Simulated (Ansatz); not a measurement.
Here is the system:

Ga$_{2}$PN:
```cif
data_Ga2NP
_chemical_formula_sum 'Ga2 P1 N1'
_space_group_name_H-M_alt 'P 1'
_space_group_IT_number 1
_cell_length_a 3.50259
_cell_length_b 3.50259
_cell_length_c 5.84321
_cell_angle_alpha 90.000
_cell_angle_beta 90.000
_cell_angle_gamma 120.000
loop_
_space_group_symop_operation_xyz
  'x, y, z'
loop_
_atom_site_label
_atom_site_type_symbol
_atom_site_fract_x
_atom_site_fract_y
_atom_site_fract_z
_atom_site_occupancy
Ga1 Ga 0.00000 0.00000 0.46641 1
Ga2 Ga 0.66667 0.33333 0.03971 1
P1 P 0.00000 0.00000 0.86963 1
N1 N 0.66667 0.33333 0.37425 1
```

This is the PBEsol-relaxed structure.

Question: All from the program Ansatz at the PBEsol level (PAW), unless another level is named. Give the highest zone-centre frequency.

Answer: 564 cm^-1.

Question: Predict the bulk modulus (Birch–Murnaghan fit).

Answer: 1110 kbar.

Space group P3m1. The start of the workflow was typed in or built on a structure type; neither database checked (COD, Materials Project) lists it. Whether it is the stable phase at ambient conditions was not checked. The PBEsol relaxation kept the symmetry of its start; its stability against distortions is not shown here. As this level gives no gap, phonon frequencies hold no LO–TO term and depend on the k-mesh and smearing (Fermi–Dirac, 0.1 eV here).

Potentials: the later of the program's two PAW sets.
